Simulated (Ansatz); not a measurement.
ZrO$_{2}$ in space group Pnma (No. 62; Zr on 4c, O on 4c, O on 4c), r²SCAN in the plane-wave PAW code Ansatz. The conduction-band minimum lies at Γ, with 1 equivalent valley. Second derivatives d²E/dk² of the lowest band at one valley (eV·Å²), along Cartesian directions:

```
direction  d²E/dk²
---------  -------
[100]        4.978
[010]        1.260
[001]        6.877
[110]        3.113
[101]        5.927
[011]        4.066
```

### Question
Find the principal effective masses, the density-of-states mass and the conductivity mass.

### Answer
Off-diagonal terms follow from H_xy = H[110] − (H_xx + H_yy)/2, and m*/mₑ = 7.620 eV·Å² over each eigenvalue: 1.1, 1.5, 6.0. One valley's DOS mass (m₁m₂m₃)^(1/3) = 2.2, conductivity mass 3/(Σ 1/mᵢ) = 1.7 mₑ.

### Question
What effective density of states Nc follows at 300 K for parabolic valleys?

### Answer
Nc = 2.509e19 × 1 × (2.2)^(3/2) ≈ 8.2e19 cm⁻³.

The first step of the workflow began from a Materials Project structure, measured or hypothetical; the Crystallography Open Database copy checked does not list it. It is not the phase usual at ambient conditions (space group No. 14). The r²SCAN relaxation kept the symmetry of its start; its stability against distortions is not shown here. The run is not spin-polarised. Spin–orbit coupling is left out wherever it is not named.

Potentials: the later of the program's two PAW sets.

Edges and masses are those of Kohn–Sham bands, whose gap is no quasiparticle gap.
